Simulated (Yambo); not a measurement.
Yambo run on Li₄WO₅ (space group I4, No. 79). The wavefunctions are norm-conserving PBEsol (Quantum ESPRESSO, 84 Ry, without SOC) ones on a 4×4×4 mesh (28 occupied bands); a = b = c = 5.0593 Å, α = β = 99.48°, γ = 132.12°.

Yambo input:

```
rim_cut
gw0
dyson
el_el_corr
HF_and_locXC
ppa
em1d
RandQpts= 1000000
RandGvec= 1 Ry
EXXRLvcs= 84 Ry
VXCRLvcs= 336 Ry
Chimod= "HARTREE"
% BndsRnXp
 6 | 106 |
%
NGsBlkXp= 6 Ry
% LongDrXp
 1.0 | 1.0 | 1.0 |
%
PPAPntXp= 27.2114 eV
% GbndRnge
 1 | 106 |
%
GTermKind= "none"
DysSolver= "n"
ExtendOut
% QPkrange
 3 | 3 | 29 | 29 |
 11 | 11 | 28 | 29 |
%
```

k points by index: 3 = X, 11 = (0.25, -0.25, 0.25).

The o-*.qp file then holds:

```
#    K-point    Band    Eo [eV]    E [eV]    E-Eo [eV]    Vxc [eV]    Vnlxc [eV]    Sc|Eo [eV]    Sc|E [eV]    dSc/dw|Eo [eV]    Re(Z)    Im(Z)
#
    3    29    3.229314    5.078210    1.848896    -17.48574    -12.40347    -2.817964    -3.233374    -6.113546    0.816546    -0.001153
    11    28    0.000000    -0.441712    -0.441712    -19.59657    -25.06140    4.900982    5.023126    -7.522451    0.783424    -0.001281
    11    29    3.338377    5.205573    1.867196    -17.68268    -12.57468    -2.817607    -3.240801    -6.167058    0.815237    -0.001165
```
(The two width columns are left out.) Convergence of these settings isn't established.

Geometry of the Materials Project entry, not relaxed at this level.

The structure is a Materials Project entry; no match was found in the copy of COD used, and its stability was not checked.
